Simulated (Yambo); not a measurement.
YOF (space group P4/nmm, No. 129), G0W0@LDA in Yambo (4×4×2 mesh, plasmon pole; 8 Ry block, no terminator). The number N of bands in W and G is varied.

```json
[
 {"N": "62", "x = 1/N": "0.01613", "gap (0.25, 0.25, -0.5) → Γ (eV)": "6.720", "shift of the valence edge (eV)": "-0.287"},
 {"N": "90", "x = 1/N": "0.01111", "gap (0.25, 0.25, -0.5) → Γ (eV)": "6.646", "shift of the valence edge (eV)": "-0.464"},
 {"N": "123", "x = 1/N": "0.00813", "gap (0.25, 0.25, -0.5) → Γ (eV)": "6.633", "shift of the valence edge (eV)": "-0.590"},
 {"N": "156", "x = 1/N": "0.00641", "gap (0.25, 0.25, -0.5) → Γ (eV)": "?", "shift of the valence edge (eV)": "?"}
]
```

Q: Basis-set arguments suggest E = E∞ + A x. Fix A and E∞ from the two rows above the withheld one, predict the row at 156 bands, and test the form.

A: Gap: A = (6.633 − (6.646))/(0.00813 − 0.01111) = 4.36, E∞ = 6.598 eV, so 6.625 eV is predicted; the run gave 6.645 eV (miss 20 meV). The first two rows have slope 14.7, so the form doesn't hold yet over the whole range. Shift: A = (-0.590 − (-0.464))/(0.00813 − 0.01111) = 42.3, E∞ = -0.934 eV, so -0.663 eV is predicted; the run gave -0.681 eV (miss 18 meV). The first two rows have slope 35.3, so the form doesn't hold yet over the whole range. The other settings are held fixed.

Geometry of the Materials Project entry, not relaxed at this level; primitive cell a = b = 3.8323 Å, c = 5.4467 Å, α = β = γ = 90.00°.

The structure is a Materials Project entry; no match was found in the copy of COD used, and its stability was not checked.

A shift is the quasiparticle energy of the state minus its LDA energy.
